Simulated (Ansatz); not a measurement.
A geometry of Si2Mo away from equilibrium: step 2 of the relaxation of a relaxed Si2Mo cell displaced along its unstable phonon at q = Γ (125i cm⁻¹), largest move 0.15 Å. Method: PBE (plane waves to 420 eV, PAW, scalar-relativistic; Ansatz, a program for electronic structure). Γ-centred k-mesh 9×9×12 on the run's cell (coarser than for final values), Fermi–Dirac smearing 0.05 eV.

```
CELL_PARAMETERS angstrom
      4.34927     0.00000     0.00000
     -2.17464     3.76658     0.00000
      0.00000     0.00000     2.60032
ATOMIC_POSITIONS crystal
  Mo 0.00000 0.00000 0.94187
  Si 0.33333 0.66667 0.57007
  Si 0.66667 0.33333 0.57007
```

### Question
Give the Cartesian forces on all atoms (eV/Å).

### Answer
| atom | Fx | Fy | Fz |
|---|---|---|---|
| Mo1 | 0.00 | 0.00 | -0.38 |
| Si2 | 0.00 | 0.00 | 0.19 |
| Si3 | 0.00 | 0.00 | 0.19 |

### Question
What is the pressure?

### Answer
-0.2 GPa, compression positive.

No spin polarisation in the result.

The run could not lose the symmetry of its start: the end is stationary, and may be a saddle point rather than a minimum.

The end of the path is a generated cell of Si2Mo: the first start was made by placing the elements on the sites of a structure type, and the end was not matched to a known phase here, so it may be hypothetical. Known forms of Si2Mo include space group No. 139.
